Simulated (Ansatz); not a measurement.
MgF2 (rutile)

```xyz
6
Lattice="4.6984 0.0000 0.0000 0.0000 4.6984 0.0000 0.0000 0.0000 3.0928" Properties=species:S:1:pos:R:3 pbc="T T T"
Mg     0.0000     0.0000     0.0000
Mg     2.3492     2.3492     1.5464
F      1.4263     1.4263     0.0000
F      3.7755     0.9229     1.5464
F      0.9229     3.7755     1.5464
F      3.2721     3.2721     0.0000
```

Equation-of-state scan: isotropic scaling of the cell above, V₀ being its volume. The atoms relax within the cell's symmetry.

Calculation: PBE (plane waves to 420 eV, PAW, scalar-relativistic; Ansatz, an electronic-structure program). k mesh 7×7×11 (Γ-centred), Fermi-Dirac smearing 0.05 eV. Energies are smeared free energies. With the shape held, the modulus is that of even scaling; a crystal free to change shape is softer. MgF2 was relaxed with its symmetry unable to fall. The zero of ΔE is the relaxed starting cell.

```json
[
 {"V (Å³/atom)": "10.696", "ΔE (meV/atom)": "13.1"},
 {"V (Å³/atom)": "10.810", "ΔE (meV/atom)": "9.0"},
 {"V (Å³/atom)": "10.924", "ΔE (meV/atom)": "5.6"},
 {"V (Å³/atom)": "11.038", "ΔE (meV/atom)": "3.1"},
 {"V (Å³/atom)": "11.151", "ΔE (meV/atom)": "1.3"},
 {"V (Å³/atom)": "11.265", "ΔE (meV/atom)": "0.3"},
 {"V (Å³/atom)": "11.379", "ΔE (meV/atom)": "0.0"},
 {"V (Å³/atom)": "11.493", "ΔE (meV/atom)": "0.3"},
 {"V (Å³/atom)": "11.607", "ΔE (meV/atom)": "1.3"},
 {"V (Å³/atom)": "11.720", "ΔE (meV/atom)": "2.8"},
 {"V (Å³/atom)": "11.834", "ΔE (meV/atom)": "4.8"},
 {"V (Å³/atom)": "11.948", "ΔE (meV/atom)": "7.5"},
 {"V (Å³/atom)": "12.062", "ΔE (meV/atom)": "10.6"}
]
```

What bulk modulus at fixed cell shape B₀ follows from a third-order Birch-Murnaghan fit?

91.8 GPa.

What is the fitted pressure derivative B₀′?

4.4.

(A scan under strain: stresses follow from slopes of the energy per volume, elastic moduli from its curvatures.)
